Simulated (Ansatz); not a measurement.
**What a trial cell of AlO2 relaxes into**

These are results of DFT PBE, scalar-relativistic, plane waves, PAW in Ansatz, not measurements. Cutoff 420 eV, Gaussian smearing, Γ-centred meshes. Cell and atoms relax first on a coarse mesh and then on a finer one. In between, the cell is made exact in the group found at 0.06 Å. In metals the finer mesh still leaves noise of several meV/atom or more. The steps can't lower the symmetry of their start. Collinear spin is switched on along the way, since trial moments persisted in a coarse test.

The cell of AlO2 is invented: 4-connected net, bridging atoms on its edges, bridges bent (I-43m, No. 217). Its size is a rough estimate.

```cif
data_structure
_symmetry_space_group_name_H-M 'I-43m'
_symmetry_Int_Tables_number 217
_cell_length_a 10.6136
_cell_length_b 10.6136
_cell_length_c 10.6136
_cell_angle_alpha 90.000
_cell_angle_beta 90.000
_cell_angle_gamma 90.000
_cell_volume 1195.61
loop_
_atom_site_label
_atom_site_type_symbol
_atom_site_symmetry_multiplicity
_atom_site_Wyckoff_symbol
_atom_site_fract_x
_atom_site_fract_y
_atom_site_fract_z
_atom_site_occupancy
Al1 Al 8 c 0.15860 0.15860 0.15860 1
Al2 Al 8 c 0.34140 0.34140 0.34140 1
O1 O 8 c 0.26904 0.26904 0.26904 1
O2 O 24 g 0.14509 0.14509 0.99670 1
```

The zero of energy is the elements' standard structures at the same level (O₂ as a molecule); no fitted shifts are applied.

**Question.** Which structure results?

**Answer.** The symmetry goes from I-43m (No. 217) to Im-3m (No. 229). The volume per atom grows by 6.9 %, from 24.9 to 26.6 Å³. The shortest distance goes from 1.33 Å (Al–O) to 1.73 Å (Al–O). The energy falls by about 1.3 eV/atom (the start's value is from the coarse mesh). Conventional cell: a = 10.851 Å. Al is surrounded by 4 O at 1.73–1.75 Å; around O on a site of symmetry -3m lie 2 Al at 1.73 Å; O on a site of symmetry mm2 has 2 Al at 1.75 Å.

Space group Im-3m (No. 229). a = 10.851 Å, b = 10.851 Å, c = 10.851 Å, α = 90.00°, β = 90.00°, γ = 90.00°
```tsv
atom	site	symmetry	x	y	z
Al	16f	.3m	0.1580	0.1580	0.1580
O	8c	.-3m	0.2500	0.2500	0.2500
O	24h	m.m2	0.1823	0.1823	0.0000
```

**Question.** How does it come out in energy, and is it a metal?

**Answer.** The formation energy is −1.97 eV/atom and the gap on the 6×6×6 mesh of the 24-atom cell is 0 eV (a metal). The net moment per atom is 0.25 μB and the moment by site is O 0.3 (×16) μB.

A negative formation energy is needed for stability but isn't enough: competing phases decide.

The last run used collinear spin and Gaussian smearing of 0.10 eV. The magnetic state reached may not be the lowest. Symmetry constrained the relaxation, so the result can be a saddle point. Site moments count only spheres around the atoms; the net moment includes the space between them.
